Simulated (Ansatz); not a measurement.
# Profile along the Te–Cd line in CdTe (zinc blende)

CdTe (zinc blende)

```cif
data_CdTe
_chemical_formula_sum 'Te1 Cd1'
_space_group_name_H-M_alt 'P 1'
_space_group_IT_number 1
_cell_length_a 4.63725
_cell_length_b 4.63725
_cell_length_c 4.63725
_cell_angle_alpha 60.000
_cell_angle_beta 60.000
_cell_angle_gamma 60.000
loop_
_space_group_symop_operation_xyz
  'x, y, z'
loop_
_atom_site_label
_atom_site_type_symbol
_atom_site_fract_x
_atom_site_fract_y
_atom_site_fract_z
_atom_site_occupancy
Te1 Te 0.75000 0.75000 0.75000 1
Cd1 Cd 0.00000 0.00000 0.00000 1
```

Fields along a shortest Te–Cd line of a {110} plane (2.84 Å), from Te to Cd, interpolated on the slice's grid (step about 0.3 Å). Calculation: r2SCAN (plane waves to 500 eV, PAW, scalar-relativistic; Ansatz, a quantum-chemistry and plane-wave program). k mesh 9×9×9. These are valence fields of a PAW run, semicore shells included where kept as valence: close to a nucleus they are smooth pseudo fields. CdTe was relaxed with its symmetry unable to fall. Spin-orbit coupling is left out, though Te is heavy. The PAW data are Ansatz's earlier set.

| distance from Te (Å) | valence electron density (e/Å³) | electron localisation function | density of the highest valence band (e/Å³) | density of the lowest conduction band (e/Å³) |
|---|---|---|---|---|
| 0.00 | 19.18 | x | 0.000 | 0.029 |
| 0.14 | 17.51 | x | 0.004 | 0.032 |
| 0.28 | 13.38 | x | 0.004 | 0.037 |
| 0.43 | 8.51 | x | 0.001 | 0.040 |
| 0.57 | 4.42 | 0.17 | 0.017 | 0.044 |
| 0.71 | 2.02 | 0.30 | 0.058 | 0.043 |
| 0.85 | 1.02 | 0.44 | 0.102 | 0.035 |
| 0.99 | 0.66 | 0.57 | 0.120 | 0.022 |
| 1.14 | 0.50 | 0.68 | 0.111 | 0.011 |
| 1.28 | 0.40 | 0.68 | 0.090 | 0.009 |
| 1.42 | 0.34 | 0.52 | 0.067 | 0.012 |
| 1.56 | 0.32 | 0.29 | 0.047 | 0.024 |
| 1.70 | 0.38 | 0.17 | 0.029 | 0.039 |
| 1.85 | 0.62 | 0.19 | 0.013 | 0.051 |
| 1.99 | 1.35 | 0.28 | 0.003 | 0.051 |
| 2.13 | 3.24 | 0.36 | 0.004 | 0.030 |
| 2.27 | 6.92 | 0.47 | 0.012 | 0.004 |
| 2.41 | 12.26 | x | 0.015 | 0.020 |
| 2.56 | 18.66 | x | 0.010 | 0.103 |
| 2.70 | 24.33 | x | 0.005 | 0.207 |
| 2.84 | 24.52 | x | 0.003 | 0.216 |

x: too close to a nucleus for the ELF to mean much. Band densities are of whole bands, smooth part only.

Density on the Te–Cd line (2.84 Å) at its density minimum, 1.6 Å from Te: 0.32 e/Å³. ELF at that point: 0.3. ELF maximum in the middle third of the Te–Cd line: 0.70, 1.2 Å from Te.
